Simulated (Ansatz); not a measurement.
Relaxed Ti$_{3}$AlC$_{2}$ (space group P6_3/mmc):

```xyz
12
Lattice="3.0280 0.0000 0.0000 -1.5140 2.6223 0.0000 0.0000 0.0000 18.3329" Properties=species:S:1:pos:R:3 pbc="T T T"
Ti     1.5140     0.8741     6.8367
Ti     0.0000     1.7482    11.4962
Ti     0.0000     1.7482    16.0031
Ti     1.5140     0.8741     2.3298
Ti     0.0000     0.0000     9.1664
Ti     0.0000     0.0000     0.0000
Al     0.0000     0.0000    13.7497
Al     0.0000     0.0000     4.5832
C      0.0000     1.7482     7.8958
C      1.5140     0.8741    10.4370
C      1.5140     0.8741    17.0623
C      0.0000     1.7482     1.2706
```

The atoms are displaced by Q × the pattern below (from a DFPT mode at Γ, largest move 1; Q in Å), at fixed cell. It is one choice among 2 degenerate patterns.

```json
[
 {"atom": "Ti1", "x": "0.000", "y": "1.000", "z": "0.000"},
 {"atom": "Ti2", "x": "0.000", "y": "-1.000", "z": "0.000"},
 {"atom": "Ti3", "x": "0.000", "y": "1.000", "z": "0.000"},
 {"atom": "Ti4", "x": "0.000", "y": "-1.000", "z": "0.000"},
 {"atom": "C9", "x": "0.000", "y": "0.608", "z": "0.000"},
 {"atom": "C10", "x": "0.000", "y": "-0.608", "z": "0.000"},
 {"atom": "C11", "x": "0.000", "y": "0.608", "z": "0.000"},
 {"atom": "C12", "x": "0.000", "y": "-0.608", "z": "0.000"}
]
```

Atoms not listed stay in place.

These are LDA (plane waves to 420 eV, PAW, scalar-relativistic; Ansatz, a program for electronic structure) values and carry that method's errors. k mesh 14×14×2 (Γ-centred), Fermi-Dirac smearing 0.05 eV. The energy includes the smearing's −TS. With partly filled bands, energies and forces of such displacements shift with the k mesh and the smearing. Ti3AlC2 is run without spin polarisation. Ti3AlC2 was relaxed with its symmetry unable to fall. ΔE is measured from the undisplaced structure. The last digit holds for this mesh only.

| Q (Å) | ΔE (meV/cell) |
|---|---|
| -0.1000 | 141.9 |
| -0.0833 | 98.5 |
| -0.0667 | withheld |
| -0.0500 | 35.5 |
| -0.0333 | 15.8 |
| -0.0167 | 3.9 |
| 0.0000 | 0.0 |
| 0.0167 | 3.9 |
| 0.0333 | 15.8 |
| 0.0500 | 35.5 |
| 0.0667 | withheld |
| 0.0833 | 98.5 |
| 0.1000 | 141.9 |

Problem. Fit an even polynomial form (powers 2, 4) to the given rows and predict ΔE at Q = -0.0667.

Solution. Least squares on the 11 given rows: ΔE = (14210)·Q² + (-1959)·Q⁴, in meV/cell with Q in Å; root-mean-square residual 0.03 meV/cell. At -0.0667 the fit gives 63.2 meV/cell; the calculation gives 63.1 meV/cell, so the interpolation is off by 0.1 (+0.2 %). The quadratic term alone would give 63.2 meV/cell.

(A displaced cell: forces are minus the slopes of the energy, force constants its curvatures, and phonons follow from these.)
